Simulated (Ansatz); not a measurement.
## A table of calculated ¹⁴N parameters

The numbers come from a DFT calculation in Ansatz (r2SCAN, plane waves and PAW, scalar-relativistic, 500 eV cutoff). Q = 20.44 mb (Pyykkö 2018), I = 1. The cells come from the COD and the Materials Project (computed, not necessarily observed phases), with the atoms as given or relaxed (PBE, cell held). Calculated pressures reach 4 GPa in size and forces 0.4 eV/Å in them. Spin–orbit coupling is left out, which moves gradients at and beside heavy atoms (Ba) by some per cent and at some sites by far more. At most two sites a crystal are listed; metals, magnetic cells and gradients under 0.03 × 10²¹ V/m² (0.12 where the gap is under 1 eV) that symmetry doesn't force to zero are left out, and those under about 0.1 are uncertain even in sign.

| crystal | space group | first shell of N | C_Q (MHz) | η |
| --- | --- | --- | --- | --- |
| Ba5Zr2N6 | C2/c | 1 Zr at 2.08 Å; also 4 Ba at 2.65–3.15 Å | -2.00 | 0.52 |
| Ba5Zr2N6 | C2/c | 2 Zr at 2.13 Å, angle 90°; also 3 Ba at 2.95–3.17 Å | 0.727 | 0.62 |
| Ca3Ga3N5 | P-1 | 2 Ga at 1.92–1.93 Å, 1 Ca at 2.33 Å; also 3 Ca at 2.56–3.27 Å | 1.49 | 0.50 |
| Zn4SnN4 | P-1 | 3 Zn at 1.99–2.06 Å, 1 Sn at 2.08 Å | 1.21 | 0.28 |
| Zn4SnN4 | P-1 | 3 Zn at 1.93–2.01 Å, 1 Sn at 2.09 Å | 1.33 | 0.48 |
| H4NClO | P2_1/c | 3 H at 1.04–1.05 Å, 1 O at 1.41 Å; also 1 H at 1.92 Å | 4.08 | 0.10 |
| Mg7SiN6 | Ibam | 1 Si at 1.76 Å, 4 Mg at 2.12–2.19 Å; also 1 Mg at 2.76 Å | 0.843 | 0.62 |
| Mg4ZrN4 | P-1 | 1 Zr at 2.06 Å, 4 Mg at 2.10–2.29 Å | -1.21 | 0.91 |
| Ca7Mg2N6 | C2/m | 1 Mg at 2.17 Å, 4 Ca at 2.41–2.44 Å; also 1 Ca at 2.80 Å | 1.31 | 0.73 |
| Ca3Ga3N5 | P-1 | 2 Ga at 2.00–2.04 Å, 3 Ca at 2.41–2.45 Å; also 1 Ca at 2.73 Å | -1.44 | 0.24 |
| Mg7SiN6 | Ibam | 6 Mg at 2.09–2.24 Å | -0.490 | 0.61 |
| Mg4ZrN4 | P-1 | 1 Zr at 2.08 Å, 5 Mg at 2.14–2.46 Å | 1.23 | 0.98 |
| Ca7Mg2N6 | C2/m | 2 Mg at 2.21–2.26 Å, 5 Ca at 2.48–2.59 Å | -0.354 | 0.95 |

By the number of first neighbours, |C_Q| spans 1.2 to 4.1 MHz with 4, 0.84 to 1.4 MHz with 5, 0.49 to 1.2 MHz with 6.

Where η is near 1 the sign of C_Q means little.

In Zn4SnN4 small gradients can still move by 0.1 × 10²¹ V/m² or more with the k-mesh.

The crystals are a selection from a larger pool of database entries, not a random sample of it.
